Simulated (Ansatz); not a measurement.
Fe (simple cubic): energy against volume

Method: Ansatz, DFT, r2SCAN, plane waves (500 eV) with PAW, scalar-relativistic. The PAW files were generated under PBE, with cores re-solved for the functional.

The cell is scaled uniformly from the relaxed one, with fractional coordinates and shape fixed. Energies are extrapolated to zero smearing, pressures are those at the given smearing. Magnetic state: antiferromagnetic. It is not the lowest magnetic state of this structure.

A Birch-Murnaghan fit gives V₀ = 14.41 Å³/atom, B₀ = 98 GPa, B₀′ = 4.4.

Q: What are the energy above the minimum and the pressure at 12.694 Å³/atom?

A: 78.8 meV/atom and 16.46 GPa as computed.

Q: What are the energy above the minimum and the pressure at 13.271 Å³/atom?

A: 32.1 meV/atom and 9.74 GPa as computed.

Q: What are the energy above the minimum and the pressure at 16.156 Å³/atom?

A: 52.7 meV/atom and -8.70 GPa as computed.
